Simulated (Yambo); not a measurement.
Yambo run on Ba₃ZnN₂O (space group P4/mmm, No. 123). The wavefunctions are norm-conserving LDA (Quantum ESPRESSO, 84 Ry, no spin-orbit coupling) ones on a 4×4×1 mesh (33 occupied bands); a = b = 4.150 Å, c = 9.293 Å, α = β = γ = 90.00°.

Yambo input:

```
rim_cut
gw0
dyson
el_el_corr
HF_and_locXC
ppa
em1d
RandQpts= 1000000
RandGvec= 1 Ry
EXXRLvcs= 84 Ry
VXCRLvcs= 336 Ry
Chimod= "HARTREE"
% BndsRnXp
 5 | 235 |
%
NGsBlkXp= 3 Ry
% LongDrXp
 1.0 | 1.0 | 1.0 |
%
PPAPntXp= 27.2114 eV
% GbndRnge
 1 | 235 |
%
GTermKind= "none"
DysSolver= "n"
ExtendOut
% QPkrange
 1 | 1 | 33 | 34 |
%
```

k points by index: 1 = Γ.

The o-*.qp file then holds:

```
#    K-point    Band    Eo [eV]    E [eV]    E-Eo [eV]    Vxc [eV]    Vnlxc [eV]    Sc|Eo [eV]    Sc|E [eV]    dSc/dw|Eo [eV]    Re(Z)    Im(Z)
#
    1    33    0.000000    0.013986    0.013986    -16.25513    -19.27112    3.034033    3.029975    -7.961063    0.773653    -0.001587
    1    34    0.808622    1.303077    0.494455    -8.784906    -4.358257    -3.830006    -3.932194    -5.622302    0.828762    -0.001217
```
(The two width columns are left out.) Convergence of these settings isn't established.

Geometry of the Materials Project entry, not relaxed at this level.

The structure is a Materials Project entry; no match was found in the copy of COD used, and its stability was not checked.
